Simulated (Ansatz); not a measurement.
B2W:
```xyz
12
Lattice="3.0112 0.0000 0.0000 -1.5056 2.6077 0.0000 0.0000 0.0000 13.9582" Properties=species:S:1:pos:R:3 pbc="T T T"
B      0.0000     1.7385     7.3039
B      1.5056     0.8692     6.6543
B      1.5056     0.8692     0.3248
B      0.0000     1.7385    13.6334
B      0.0000     0.0000     3.4895
B      0.0000     0.0000    10.4686
B      1.5056     0.8692     3.4895
B      0.0000     1.7385    10.4686
W      0.0000     1.7385     1.8913
W      1.5056     0.8692    12.0669
W      1.5056     0.8692     8.8704
W      0.0000     1.7385     5.0878
```

Relaxed with r²SCAN. Special points in fractions of this cell's reciprocal vectors: Γ (0.000, 0.000, 0.000); M (0.500, 0.000, 0.000); K (0.333, 0.333, 0.000); A (0.000, 0.000, 0.500); L (0.500, 0.000, 0.500); H (0.333, 0.333, 0.500).

List the band energies nearest the Fermi level at these points for DFT-r²SCAN in the program Ansatz with PAW potentials.

In eV from the Fermi level; about four levels below and three above (degenerate sets whole), none deeper than 8.9 eV; points with the same levels are listed once.

```
k                          below                above
-  -----------------------------  -------------------
Γ  -1.60 -1.60 -1.43 -0.71 -0.71  0.47 0.47 0.77 0.77
M        -3.13 -3.07 -2.99 -0.39       1.57 2.04 2.37
K  -4.23 -4.23 -2.79 -2.48 -0.68       1.16 1.16 1.26
A        -0.35 -0.35 -0.35 -0.35  1.13 1.13 1.13 1.13
L        -3.38 -3.38 -3.12 -3.12  0.51 0.51 1.92 1.92
H        -3.93 -3.93 -2.66 -2.66  0.02 0.02 1.47 1.47
```

Space group P6_3/mmc. The workflow started from a Materials Project entry (that database holds measured and hypothetical structures alike); the Crystallography Open Database files this formula in space group No. 194, but the cells were not matched. Whether it is the stable phase at ambient conditions was not checked. Symmetry was held in the r²SCAN relaxation; its stability against distortions is not shown here. The run is not spin-polarised. Scalar-relativistic: spin–orbit coupling is off unless named, which matters more the heavier the elements.

Potentials: the later of the program's two PAW sets.
